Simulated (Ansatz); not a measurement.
Here is the system:

Te$_{2}$Pt:
Space group P-3m1 (No. 164); a = 4.020 Å, b = 4.020 Å, c = 5.091 Å, α = 90.00°, β = 90.00°, γ = 120.00°

```
atom  site  symmetry       x       y       z
----  ----  --------  ------  ------  ------
Te      2d       3m.  0.3333  0.6667  0.2633
Pt      1a      -3m.  0.0000  0.0000  0.0000
```

This is the LDA-relaxed structure.

Q: All from DFT-LDA in the program Ansatz with PAW potentials, unless another level is named. Estimate the electronic character.

A: metallic (no gap).

Q: Predict the formation energy from the elements (no fitted shifts).

A: -0.42 eV/atom.

Q: Give the density of states at the Fermi level.

A: 0.43 states/eV per atom (mean over ±0.08 eV).

The LDA relaxation kept the symmetry of its start; of distortions, only those at the zone centre were tested. The run is not spin-polarised. A crystal of weakly bound layers computed without a dispersion correction: the cell and the soft elastic constants depend strongly on that. The references are the lowest solids computed at this level, not always the standard phases. Scalar-relativistic: spin–orbit coupling is off unless named, which matters more the heavier the elements.

Potentials: the later of the program's two PAW sets.
